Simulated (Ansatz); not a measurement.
TiO$_{2}$:
```yaml
crystal:
  lattice:
    - [5.55318, 0.00000, 0.00000]
    - [-2.77659, 4.80920, 0.00000]
    - [0.00000, 0.00000, 6.04977]
  atoms:
    - { symbol: Ti, position: [0.53485, 0.53485, 0.00000] }
    - { symbol: Ti, position: [0.46515, 0.00000, 0.33333] }
    - { symbol: Ti, position: [0.00000, 0.46515, 0.66667] }
    - { symbol: O, position: [0.41852, 0.27344, 0.21506] }
    - { symbol: O, position: [0.72656, 0.14508, 0.54840] }
    - { symbol: O, position: [0.85492, 0.58148, 0.88173] }
    - { symbol: O, position: [0.27344, 0.41852, 0.78494] }
    - { symbol: O, position: [0.14508, 0.72656, 0.45160] }
    - { symbol: O, position: [0.58148, 0.85492, 0.11827] }
```

Relaxed with r²SCAN. Special points in fractions of this cell's reciprocal vectors: Γ (0.000, 0.000, 0.000); M (0.500, 0.000, 0.000); K (0.333, 0.333, 0.000); A (0.000, 0.000, 0.500); L (0.500, 0.000, 0.500); H (0.333, 0.333, 0.500).

Question: List the band energies nearest the valence-band maximum at these points for the program Ansatz at the r²SCAN level (PAW).

Answer: In eV from the valence-band maximum; about four levels below and three above (degenerate sets whole), none deeper than 8.9 eV; points with the same levels are listed once.

| k | below | above |
|---|---|---|
| Γ | -0.83 -0.83 -0.34 -0.31 -0.31 | 4.12 4.67 4.67 |
| M | -0.81 -0.78 -0.20 -0.03 | 4.33 4.34 4.64 |
| K | -0.91 -0.34 -0.34 -0.07 | 4.18 4.68 4.68 |
| A | -0.63 -0.05 -0.05 0.00 | 4.06 4.46 4.46 |
| L | -0.74 -0.43 -0.29 -0.25 | 4.60 4.82 4.87 |
| H | -0.76 -0.76 -0.51 -0.51 -0.31 | 4.88 4.98 4.98 |

Space group P3_121. The first step of the workflow began from a Materials Project structure, measured or hypothetical; the Crystallography Open Database files this formula in space group No. 152, but the cells were not matched. It is not the phase usual at ambient conditions (space group No. 61, 136, 141). Symmetry was held in the r²SCAN relaxation. At this level the phase is dynamically unstable (imaginary phonons). No spin polarisation was allowed.

Potentials: the earlier of the program's two PAW sets.
